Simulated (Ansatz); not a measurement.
# Trial structures of Sn2As2Se: starts and ends

Computed with DFT PBE, scalar-relativistic, plane waves, PAW in Ansatz 0.2.0. All cells share a 420 eV cutoff and Γ-centred k meshes spaced at most about 0.3 Å⁻¹ (about 0.25 or finer for metals, 2π included). No spin polarisation in the final relaxations.

Each guess was relaxed in cell and atoms at zero pressure, within the symmetry of its start. All energies are static (0 K, no zero-point motion). Coordination counts As or Se atoms around Sn (for each partner element, those within 1.25 times its shortest distance or 1.15 times the sum of covalent radii, where it is the nearest in units of that sum or under 1.3; the shortest distance is added where it is long for a bond).

```csv
guess,made from,start group,V start (Å³/atom),end group,V end (Å³/atom),coordination at the end,gap on mesh (eV),E over the lowest end (meV/atom)
1,random cell,Cmmm,28.8,?,?,?,?,?
2,random cell,P6/mmm,16.6,P6/mmm,27.0,Sn 5,0,189
3,random cell,I4/mmm,27.0,I4/mmm,25.1,Sn 4,0,0
4,random cell,P6/mmm,31.7,P6/mmm,50.4,Sn 3 from 3.1 Å,0,579
```

Guess 1 as it starts:

```cif
data_structure
_symmetry_space_group_name_H-M 'Cmmm'
_symmetry_Int_Tables_number 65
_cell_length_a 4.8232
_cell_length_b 9.8373
_cell_length_c 6.0635
_cell_angle_alpha 90.000
_cell_angle_beta 90.000
_cell_angle_gamma 90.000
_cell_volume 287.70
loop_
_atom_site_label
_atom_site_type_symbol
_atom_site_symmetry_multiplicity
_atom_site_Wyckoff_symbol
_atom_site_fract_x
_atom_site_fract_y
_atom_site_fract_z
_atom_site_occupancy
Sn1 Sn 4 g 0.74813 0.00000 0.00000 1
As1 As 4 e 0.25000 0.25000 0.00000 1
Se1 Se 2 c 0.50000 0.00000 0.50000 1
```

Q: Predict the end of this guess and its energy over the lowest end.

A: It ends in space group Cmmm (No. 65), with a = 5.684 Å, b = 11.280 Å, c = 5.007 Å, 32.1 Å³/atom and no gap; its coordination is Sn 4. It lies 0.34 eV/atom over the lowest end, above guess 2 and below guess 4. Counting As or Se atoms around Sn, this end and the lowest (guess 3) both have Sn 4. The lowest (guess 3) holds As–As pairs (shortest 2.47 Å); in this end the shortest As–As distance is 2.84 Å, near bonding range too.

```yaml
crystal:
  lattice:
    - [2.84202, -5.63996, 0.00000]
    - [2.84202, 5.63996, 0.00000]
    - [0.00000, 0.00000, 5.00740]
  atoms:
    - { symbol: Sn, position: [0.75171, 0.75171, 0.00000] }
    - { symbol: Sn, position: [0.24829, 0.24829, 0.00000] }
    - { symbol: As, position: [0.00000, 0.50000, 0.00000] }
    - { symbol: As, position: [0.50000, 0.00000, 0.00000] }
    - { symbol: Se, position: [0.50000, 0.50000, 0.50000] }
```

The zero of energy is the elements' standard structures at the same level; no fitted shifts are applied. The references include grey tin.

Q: Is the lowest end bound against the elements?

A: Too close to call: its formation energy is +0.01 eV/atom. The formation energy is too near zero to say whether this cell lies below the elements.

No dispersion correction is applied, so the spacing and binding between layers, chains or molecules are poorly described (P6/mmm at 50.4 Å³/atom), and this can change margins and order among such cells. The reference forms of As and Se are held partly by dispersion forces, which this level lacks. Cells relaxed within their symmetry can be saddle points. A lower structure may well exist outside this small set. Some types were kept out of the candidates beforehand, so the set may lack a known form.
